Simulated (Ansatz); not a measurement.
Relaxation of a relaxed ZnSnN2 cell displaced along its unstable phonon at q = (½, ½, 0) of its primitive reciprocal cell (490i cm⁻¹), largest move 0.15 Å; 8 atoms in the cell, which starts as P4/mbm (No. 127), tP8; a = b = 5.874 Å, c = 3.146 Å, α = β = γ = 90.00°. Level of theory: PBE (plane waves to 420 eV, PAW, scalar-relativistic; Ansatz, a program for electronic structure). Γ-centred k-mesh 8×8×10 on the run's cell (coarser than for final values), Fermi–Dirac smearing 0.05 eV. This is the first round of the run. 

The optimiser's lines from the output (shortened; P is positive under compression):

```
relax step   1: F+E_penalty+E_count = -20213.93708670 eV  Δ(F+E_penalty+E_count) = +0.000e0 eV  max|allowed force component| = 1.377e0 eV/Å  Δτ_max = 0.0000 Å  P = -0.401 GPa  Ω = 108.533 Å³  (8 SCF iters, dr2 threshold 1.00e-7 eV, accepted)
relax step   2: F+E_penalty+E_count = -20215.18209791 eV  Δ(F+E_penalty+E_count) = -1.245e0 eV  max|allowed force component| = 1.692e0 eV/Å  Δτ_max = 0.1952 Å  P = -2.035 GPa  Ω = 109.935 Å³  (7 SCF iters, dr2 threshold 8.00e-7 eV, accepted)
relax step   3: F+E_penalty+E_count = -20216.34287193 eV  Δ(F+E_penalty+E_count) = -1.161e0 eV  max|allowed force component| = 1.115e0 eV/Å  Δτ_max = 0.1954 Å  P = -1.750 GPa  Ω = 108.803 Å³  (7 SCF iters, dr2 threshold 8.00e-7 eV, accepted)
relax step   4: F+E_penalty+E_count = -20216.80653793 eV  Δ(F+E_penalty+E_count) = -4.637e-1 eV  max|allowed force component| = 5.013e-2 eV/Å  Δτ_max = 0.1959 Å  P = +2.943 GPa  Ω = 106.054 Å³  (8 SCF iters, dr2 threshold 8.00e-7 eV, accepted)
relax step   5: F+E_penalty+E_count = -20216.73969665 eV  Δ(F+E_penalty+E_count) = +6.684e-2 eV  max|allowed force component| = 6.139e-5 eV/Å  Δτ_max = 0.0304 Å  P = -4.644 GPa  Ω = 112.954 Å³  (7 SCF iters, dr2 threshold 8.00e-7 eV, rejected (line search))
relax step   6: F+E_penalty+E_count = -20216.82891704 eV  Δ(F+E_penalty+E_count) = -2.238e-2 eV  max|allowed force component| = 6.279e-3 eV/Å  Δτ_max = 0.0062 Å  P = -0.055 GPa  Ω = 108.143 Å³  (11 SCF iters, accepted)
relax step   7: F+E_penalty+E_count = -20216.83008389 eV  Δ(F+E_penalty+E_count) = -1.167e-3 eV  max|allowed force component| = 1.202e-3 eV/Å  Δτ_max = 0.0018 Å  P = -0.224 GPa  Ω = 108.386 Å³  (6 SCF iters, dr2 threshold 8.00e-7 eV, accepted)
relax step   8: F+E_penalty+E_count = -20216.83093354 eV  Δ(F+E_penalty+E_count) = -8.496e-4 eV  max|allowed force component| = 8.625e-4 eV/Å  Δτ_max = 0.0004 Å  P = +0.001 GPa  Ω = 108.165 Å³  (6 SCF iters, dr2 threshold 2.94e-7 eV, accepted)
relax step   9: F+E_penalty+E_count = -20216.82995883 eV  Δ(F+E_penalty+E_count) = +9.747e-4 eV  max|allowed force component| = 8.918e-4 eV/Å  Δτ_max = 0.0000 Å  P = -0.001 GPa  Ω = 108.165 Å³  stress off target by 2.19e-2 GPa  SCF on the basis re-selected at this cell (its energy is not comparable with the rows above)  (7 SCF iters)
relax step  10: F+E_penalty+E_count = -20216.82997605 eV  Δ(F+E_penalty+E_count) = -1.722e-5 eV  max|allowed force component| = 7.184e-5 eV/Å  Δτ_max = 0.0001 Å  P = -0.000 GPa  Ω = 108.159 Å³  (6 SCF iters, dr2 threshold 1.20e-9 eV, accepted)
relax step  11: F+E_penalty+E_count = -20216.82995634 eV  Δ(F+E_penalty+E_count) = +1.971e-5 eV  max|allowed force component| = 6.968e-5 eV/Å  Δτ_max = 0.0000 Å  P = -0.000 GPa  Ω = 108.159 Å³  stress off target by 9.59e-4 GPa  SCF on the basis re-selected at this cell (its energy is not comparable with the rows above)  (10 SCF iters)
```

From the first to the last row the energy changes by -0.36 eV/atom and the volume by -0.3 %. The last row is marked as not comparable with the walk above it, whose basis was carried along; it does compare with step 1, since both stand on a basis selected at the nominal cutoff for their own cell.

Step 5 was rejected by the optimiser.

Later rounds, restarted from the end of this one on a renewed k-mesh, logged 5 more steps and released under 0.01 eV/atom more. The final structure after all rounds: P4/mbm (No. 127), tP8; a = b = 5.881 Å, c = 3.127 Å, α = β = γ = 90.00°. Between re-selections the logged energies stand on a plane-wave basis carried along with the cell. No spin polarisation in the result.

The run could not lose the symmetry of its start: the end is stationary, and may be a saddle point rather than a minimum.

The relaxed structure here is a generated cell of ZnSnN2: the first start was made by placing the elements on the sites of a structure type, and the end was not matched to a known phase here, so it may be hypothetical.
